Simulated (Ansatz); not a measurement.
Nb:
```cif
data_Nb
_chemical_formula_sum 'Nb1'
_space_group_name_H-M_alt 'P 1'
_space_group_IT_number 1
_cell_length_a 2.97448
_cell_length_b 2.97448
_cell_length_c 2.97448
_cell_angle_alpha 60.000
_cell_angle_beta 60.000
_cell_angle_gamma 60.000
loop_
_space_group_symop_operation_xyz
  'x, y, z'
loop_
_atom_site_label
_atom_site_type_symbol
_atom_site_fract_x
_atom_site_fract_y
_atom_site_fract_z
_atom_site_occupancy
Nb1 Nb 0.00000 0.00000 0.00000 1
```

Relaxed with r²SCAN+D4.

Problem. Which orbitals make up the states near the Fermi level in r²SCAN+D4 (plane waves, PAW; program Ansatz)?

Solution. Within 0.5 eV of the Fermi level: Nb 4d 88 %, Nb 5s 7 %. Projections are on Löwdin-orthogonalised atomic valence shells; empty p or d shells of many metals are not among them.

Problem. Tabulate the density of states.

Solution. States/eV per cell of 1 atom, in 0.25 eV bins, energy from the Fermi level.

```tsv
E (eV)	total	Nb 4d	Nb 5s	Nb 4p
-6.70	0.00	0.00	0.00	0.00
-6.45	0.02	0.00	0.02	0.00
-6.20	0.04	0.00	0.04	0.00
-5.95	0.06	0.00	0.05	0.00
-5.70	0.07	0.00	0.06	0.00
-5.45	0.09	0.00	0.07	0.00
-5.20	0.11	0.01	0.09	0.00
-4.95	0.13	0.01	0.10	0.00
-4.70	0.15	0.02	0.12	0.01
-4.45	0.19	0.03	0.14	0.01
-4.20	0.35	0.15	0.17	0.01
-3.95	0.80	0.52	0.24	0.01
-3.70	1.01	0.71	0.26	0.02
-3.45	1.21	0.94	0.23	0.02
-3.20	1.38	1.16	0.18	0.02
-2.95	1.35	1.19	0.12	0.02
-2.70	1.29	1.18	0.08	0.02
-2.45	1.10	1.02	0.05	0.02
-2.20	0.87	0.82	0.03	0.02
-1.95	1.22	1.16	0.02	0.02
-1.70	1.07	1.00	0.03	0.02
-1.45	0.89	0.83	0.03	0.01
-1.20	1.02	0.93	0.06	0.01
-0.95	1.21	1.08	0.08	0.02
-0.70	1.20	1.07	0.09	0.02
-0.45	1.28	1.13	0.09	0.02
-0.20	1.52	1.33	0.12	0.02
0.05	1.29	1.13	0.10	0.01
0.30	1.43	1.27	0.09	0.01
0.55	1.65	1.50	0.09	0.01
0.80	1.16	1.03	0.06	0.01
1.05	0.92	0.82	0.04	0.00
1.30	0.82	0.76	0.03	0.00
1.55	0.81	0.75	0.03	0.00
1.80	0.92	0.86	0.03	0.00
2.05	1.17	1.10	0.04	0.00
2.30	1.18	1.10	0.04	0.00
2.55	0.92	0.85	0.04	0.00
2.80	0.77	0.71	0.03	0.00
3.05	0.89	0.83	0.03	0.00
3.30	0.83	0.77	0.03	0.00
3.55	0.82	0.77	0.03	0.00
3.80	0.85	0.79	0.03	0.00
4.05	0.91	0.85	0.04	0.00
4.30	1.05	0.99	0.04	0.00
4.55	1.40	1.32	0.05	0.00
4.80	1.49	1.42	0.05	0.00
```

Space group Fm-3m (fcc (Cu type)). The workflow started from an entry of the Crystallography Open Database (COD), which files this formula under 2 space groups. It is not the phase usual at ambient conditions (space group No. 229). Symmetry was held in the r²SCAN+D4 relaxation. At this level the phase is mechanically unstable. The run is not spin-polarised. The pairwise dispersion correction was not fitted to metals. Spin–orbit coupling is left out wherever it is not named.

Potentials: the later of the program's two PAW sets.
